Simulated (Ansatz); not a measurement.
**Trial structures of NaLaTe₂**

NaLaTe₂ was placed in 3 structures, borrowed from other compounds or built from prototypes, and relaxed with PBEsol and then r2SCAN+rVV10 in Ansatz, symmetry kept. Energies are static, from a final single point; gaps are the least over its mesh and special points. Simulated, non-magnetic, generated structures, which need not be known phases.

```tsv
start	ends in	volume (Å³/atom)	energy, r2SCAN+rVV10 (meV/atom)	gap, r2SCAN+rVV10 (eV)	shaken (PBEsol)
ordering on rocksalt	I4_1/amd	34.06	0	1.70	returns (8 atoms)
ordering on rocksalt (b)	Pmmn	34.28	9	1.85	returns (8 atoms)
ordering on rocksalt (c)	P4/nmm	34.79	125	metal	returns (8 atoms)
```
Energies count from the lowest cell; the last column tells what a randomly displaced small cell does when relaxed without symmetry, which tests only the distortions that fit it.

Of the symmetric cells the lowest is the one started from ordering on rocksalt, which ends in I4_1/amd (No. 141), 9 meV an atom below the next (ordering on rocksalt (b)). Other structures, not tried here, could lie lower.

The cells in order of energy (the first three):
- ordering on rocksalt: I4_1/amd, 34.06 Å³ an atom. Na has 6 Te at 3.22–3.37 Å; Te has 3 La at 3.21–3.22 Å and 3 Na at 3.22–3.37 Å; La has 6 Te at 3.21–3.22 Å.
- ordering on rocksalt (b): Pmmn, 34.28 Å³ an atom. Na has 6 Te at 3.22–3.39 Å; Te has 2 La at 3.14 Å and 4 Na at 3.22 Å; La has 6 Te at 3.14–3.30 Å; Te has 4 La at 3.24–3.30 Å and 2 Na at 3.39 Å.
- ordering on rocksalt (c): P4/nmm, 34.79 Å³ an atom. Around Na lie 6 Te at 3.17–3.71 Å; around Te lie 1 La at 2.95 Å and 5 Na at 3.17–3.26 Å; around Te lie 5 La at 3.27–3.43 Å and 1 Na at 3.71 Å; around La lie 6 Te at 2.95–3.43 Å.

The lowest symmetric cell:
```yaml
crystal:
  lattice:
    - [-3.21887, 3.21887, 6.57519]
    - [3.21887, -3.21887, 6.57519]
    - [3.21887, 3.21887, -6.57519]
  atoms:
    - { symbol: Na, position: [0.75000, 0.25000, 0.50000] }
    - { symbol: Te, position: [0.49400, 0.99400, 0.50000] }
    - { symbol: Na, position: [0.00000, 0.00000, 0.00000] }
    - { symbol: Te, position: [0.74400, 0.74400, 0.00000] }
    - { symbol: La, position: [0.25000, 0.75000, 0.50000] }
    - { symbol: Te, position: [0.00600, 0.50600, 0.50000] }
    - { symbol: La, position: [0.50000, 0.50000, 0.00000] }
    - { symbol: Te, position: [0.25600, 0.25600, 0.00000] }
```

No spin-orbit coupling is included; it can move band edges with weight on the heavy atoms by tenths of an eV.
